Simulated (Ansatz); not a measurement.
SiC (zinc blende)

```
CELL_PARAMETERS angstrom
      0.00000     2.18986     2.18986
      2.18986     0.00000     2.18986
      2.18986     2.18986     0.00000
ATOMIC_POSITIONS crystal
  C  0.75000 0.75000 0.75000
  Si 0.00000 0.00000 0.00000
```

The slice is a {111} plane (indices of the conventional cell) through the point (0.000, 0.000, 0.000) (fractional), spanned by u = [100] and v = [-1 2 0] in vectors of this cell: u (3.10 Å) and v (5.36 Å, at 90° to u). It covers one period; positions are fractions (u, v).

Level of theory: PBE (plane waves to 420 eV, PAW, scalar-relativistic; Ansatz, a quantum-chemistry and plane-wave program). k mesh 13×13×13. Inside the PAW spheres the values are not all-electron values, and peaks at nuclei hang on which shells count as valence. SiC was relaxed with its symmetry unable to fall. The PAW data are Ansatz's earlier set.

### Question
Sketch the electron localisation function (ELF) on this plane as a map.

### Answer
```
|xxxxxx5577999999887777889999997755xxxx|
|xxxx33669999999988888888999999996633xx|
|11225588999999998888888899999999885522|
|22336688999999998877778899999999886633|
|33336688999999888877778888999999886633|
|33335577888888887777777788888888775533|
|22224455777788888888888888887777554422|
|11112244557788888899998888887755442211|
|00001133446688889999999988886644331100|
|00000022446688999999999999886644220000|
|00000011335577889999999988775533110000|
|00000011334455777788887777554433110000|
|11111122333333334455554433333333221111|
|333333443333221122xxxx2211223333443333|
|5555556655442211xxxxxxxx11224455665555|
|6677778888664422xxxxxxxx22446688887777|
|7788889999886633xxxxxxxx33668899998888|
|888899999999885522xxxx2255889999999988|
|88889999999999663311113366999999999988|
|77888899999999774422224477999999998888|
|77778899999988775533335577889999998877|
|77778888888877664433334466778888888877|
|88888888887766553322223355667788888888|
|99998888776655332211112233556677888899|
|99999988775544221100001122445577889999|
|99999988775533110000000011335577889999|
|99999988664422110000000011224466889999|
|88887766553322110000000011223355667788|
|55444433333322221111111122223333334444|
|xxxx22222233443333333333334433222222xx|
|xxxxxx2233556666555555556666553322xxxx|
|xxxxxx3355778888776666778888775533xxxx|
```
Scale: ten equal steps from 0.06 (start of '0') to 0.89 (end of '9'), in the order '0123456789'. Values: electron localisation function (ELF). The map has 19 points along u (two characters each, u = 0 at the left) and 32 along v (v = 0 in the bottom row). Points within 0.4 Å of a nucleus are blanked (x), as the pseudised field means little there.
